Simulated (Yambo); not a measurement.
A free-standing LuIO monolayer (symmetry P4/nmm, slab cell 20.8 Å high), G0W0@PBEsol in Yambo with this input:

```
rim_cut
gw0
dyson
el_el_corr
HF_and_locXC
ppa
em1d
rim_w
RandQpts= 1000000
RandGvec= 2 Ry
CUTGeo= "slab z"
EXXRLvcs= 100 Ry
VXCRLvcs= 400 Ry
Chimod= "HARTREE"
% BndsRnXp
 3 | 166 |
%
NGsBlkXp= 6 Ry
% LongDrXp
 1.0 | 1.0 | 0.0 |
%
RandGvecW= 719 mRy
PPAPntXp= 27.2114 eV
% GbndRnge
 1 | 166 |
%
GTermKind= "BG"
DysSolver= "n"
ExtendOut
```

On a 4×4×1 mesh, with wavefunctions cut at 100 Ry, the gap (X → M) is 4.998 eV and the valence edge shifts by -0.958 eV.

Task: What happens with this change: 75 bands in G?

Result: The gap falls by 0.050 eV, to 4.948 eV; the shift of the valence edge becomes -0.771 eV. Neither run is shown to be the converged limit.

Spin-orbit coupling is not included.

Geometry relaxed with PBEsol; primitive cell a = b = 3.820 Å, c = 20.800 Å, α = β = γ = 90.00°.

This is a model layer cut from the bulk structure; whether it is stable on its own was not checked.

A shift is the quasiparticle energy of the state minus its PBEsol energy.
